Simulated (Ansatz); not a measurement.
Ge2Sb2Te5:
```cif
data_Ge2Sb2Te5
_chemical_formula_sum 'Te5 Ge2 Sb2'
_space_group_name_H-M_alt 'P 1'
_space_group_IT_number 1
_cell_length_a 17.37854
_cell_length_b 17.37854
_cell_length_c 17.37854
_cell_angle_alpha 13.929
_cell_angle_beta 13.929
_cell_angle_gamma 13.929
loop_
_space_group_symop_operation_xyz
  'x, y, z'
loop_
_atom_site_label
_atom_site_type_symbol
_atom_site_fract_x
_atom_site_fract_y
_atom_site_fract_z
_atom_site_occupancy
Te1 Te 0.00000 0.00000 0.00000 1
Ge1 Ge 0.69976 0.69976 0.69976 1
Te2 Te 0.39876 0.39876 0.39876 1
Sb1 Sb 0.10435 0.10435 0.10435 1
Te3 Te 0.80456 0.80456 0.80456 1
Te4 Te 0.19544 0.19544 0.19544 1
Sb2 Sb 0.89565 0.89565 0.89565 1
Te5 Te 0.60124 0.60124 0.60124 1
Ge2 Ge 0.30024 0.30024 0.30024 1
```

Relaxed with PBE+D3(BJ).

Task: Which orbitals make up the states near the band edges in PBE+D3(BJ) in the plane-wave PAW code Ansatz?

Result: Top 1 eV of the valence band: Te 5p 72 %, Ge 4s 10 %, Sb 5s 6 %. Bottom 1 eV of the conduction band: Sb 5p 32 %, Ge 4p 30 %, Te 5p 26 %, Te 5s 6 %. Projections are on Löwdin-orthogonalised atomic valence shells; empty p or d shells of many metals are not among them.

Task: Tabulate the density of states.

Result: States/eV per cell of 9 atoms, in 0.25 eV bins, energy from the valence-band maximum.

```csv
E (eV),total,Te 5p,Sb 5p,Ge 4p
-7.85,2.56,0.44,0.03,0.03
-7.60,1.61,0.30,0.02,0.02
-7.35,1.23,0.23,0.01,0.02
-7.10,0.65,0.12,0.01,0.01
-6.85,0.42,0.08,0.01,0.01
-6.60,0.37,0.06,0.01,0.01
-6.35,0.33,0.05,0.01,0.01
-6.10,0.30,0.04,0.01,0.00
-5.85,1.28,0.60,0.23,0.25
-5.60,1.77,0.96,0.38,0.40
-5.35,3.11,1.66,0.88,0.45
-5.10,4.19,2.26,1.25,0.52
-4.85,3.08,1.70,0.88,0.39
-4.60,4.64,2.59,1.17,0.67
-4.35,5.61,3.19,1.37,0.77
-4.10,6.35,3.62,1.48,0.92
-3.85,7.32,4.22,1.72,1.00
-3.60,7.32,4.24,1.77,0.90
-3.35,6.85,4.05,1.47,0.92
-3.10,6.97,4.21,1.32,1.01
-2.85,7.39,4.54,1.23,1.13
-2.60,6.46,3.99,1.02,0.98
-2.35,6.24,4.02,0.80,0.97
-2.10,6.73,4.50,0.67,1.03
-1.85,6.27,4.37,0.47,0.90
-1.60,5.97,4.60,0.32,0.56
-1.35,5.45,4.38,0.24,0.33
-1.10,5.11,3.76,0.29,0.28
-0.85,6.63,4.78,0.31,0.31
-0.60,4.51,3.22,0.17,0.16
-0.35,0.95,0.68,0.04,0.03
-0.10,0.04,0.03,0.00,0.00
0.15,0.00,0.00,0.00,0.00
0.40,3.25,0.63,1.19,1.07
0.65,6.48,1.49,2.27,2.00
0.90,8.18,2.25,2.49,2.51
1.15,7.54,2.34,2.27,2.05
1.40,5.79,2.07,2.07,0.99
1.65,5.17,1.98,1.96,0.72
1.90,5.29,2.07,1.89,0.79
2.15,5.99,2.38,1.98,0.94
2.40,5.23,1.87,1.39,0.92
2.65,4.31,1.41,0.97,0.84
2.90,5.12,1.62,0.90,1.46
3.15,6.72,1.90,0.99,1.69
3.40,6.50,1.69,0.79,1.52
3.65,5.54,1.48,0.60,1.41
3.90,4.93,1.31,0.56,1.15
4.15,6.38,1.60,0.60,1.51
4.40,6.10,1.18,0.30,1.36
4.65,6.22,1.25,0.26,1.46
4.90,6.43,1.06,0.20,1.21
```

Space group R-3m. The start of the workflow was typed in or built on a structure type; neither database checked (COD, Materials Project) lists it. It is not the phase usual at ambient conditions (space group No. 164). The cell was relaxed with PBE+D3(BJ) under the symmetry of its start; its stability against distortions is not shown here. Spin–orbit coupling is left out wherever it is not named.

Potentials: the later of the program's two PAW sets.
